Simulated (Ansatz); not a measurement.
A trial cell of PdPt2Se3, before relaxation:

```yaml
crystal:
  lattice:
    - [6.30906, 0.00000, 0.00000]
    - [-3.15453, 5.46381, 0.00000]
    - [0.00000, 0.00000, 3.70853]
  atoms:
    - { symbol: Pd, position: [0.00000, 0.00000, 0.50000] }
    - { symbol: Pt, position: [0.33333, 0.66667, 0.50000] }
    - { symbol: Pt, position: [0.66667, 0.33333, 0.50000] }
    - { symbol: Se, position: [0.00000, 0.50000, 0.00000] }
    - { symbol: Se, position: [0.50000, 0.00000, 0.00000] }
    - { symbol: Se, position: [0.50000, 0.50000, 0.00000] }
```

Computed with DFT PBE, scalar-relativistic, plane waves, PAW in Ansatz 0.2.0. Cutoff 420 eV, Gaussian smearing, Γ-centred meshes. Cell and atoms relax on a converged mesh. In metals the finer mesh still leaves noise of several meV/atom or more. The steps can't lower the symmetry of their start. No spin polarisation in the relaxation; trial moments died out in a coarse test.

A guess keeps its type if space group and coordination stay and the shape of the cell changes little (axis ratios within about 15 %, angles within 6°); the volume may change.

Question: Does it keep its structure type, or change into something else?

Answer: It keeps its type. The symmetry stays P6/mmm (No. 191). The volume per atom grows by 2.4 %, from 21.3 to 21.8 Å³. The shortest distance goes from 2.60 Å (Pt–Se) to 2.59 Å (Pt–Se). The ratio c/a of the conventional cell changes by a factor of 0.94. Counting neighbours within 15 % of an atom's shortest distance, the start has Pd 20, Pt 6, Se 4 and the end Pd 20, Pt 6, Se 4.

The last run used a 6×6×10 mesh (in the run's order of axes) for its 6-atom cell and Gaussian smearing of 0.10 eV. These runs have no spin–orbit coupling, which can matter for Pt. A structure relaxed within its symmetry needn't be a true minimum. Another cell of PdPt2Se3 relaxed alike, in P-3m1, lies 0.57 eV/atom lower, so this cell isn't the stable form at this level.
